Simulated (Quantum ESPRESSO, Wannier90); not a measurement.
Tight-binding from DFT: CsH (CsCl type)

```
begin unit_cell_cart
ang
    3.8184100000    0.0000000000    0.0000000000
    0.0000000000    3.8184100000    0.0000000000
    0.0000000000    0.0000000000    3.8184100000
end unit_cell_cart
begin atoms_frac
Cs   0.0000000000  0.0000000000  0.0000000000
H    0.5000000000  0.5000000000  0.5000000000
end atoms_frac
```

Cell from Materials Project (mp-632319), symmetrised, no further relaxation. Not found in the COD (Crystallography Open Database) copy used, which has the formula in other groups; not checked further. Level: PBEsol, spinors with spin-orbit coupling; pw.x of Quantum ESPRESSO at 58 Ry with PseudoDojo potentials, 8×8×8 k-points, Wannier90. Density: 8×8×8 mesh, cold smearing 0.01 Ry.

Bands 9-10 form an isolated set from -2.05 to 0.00 eV relative to the valence-band maximum (on the path) and are turned into 2 Wannier functions by minimising the spread from the start: atomic waves H 1s.

Centres (Cartesian, Å; one of the equivalent choices) and spreads:

| n | x | y | z | spread (Å²) | nearest atom |
|---|---|---|---|---|---|
| 1 | 1.909 | 1.909 | 1.909 | 2.778 | H2 |
| 2 | 1.909 | 1.909 | 1.909 | 2.778 | H2 |

Ω_I = 5.56 Å², Ω_total = 5.56 Å²; the interpolated bands follow pw.x to 0.8 meV rms on the path. It is the lowest total spread that any start reached here.
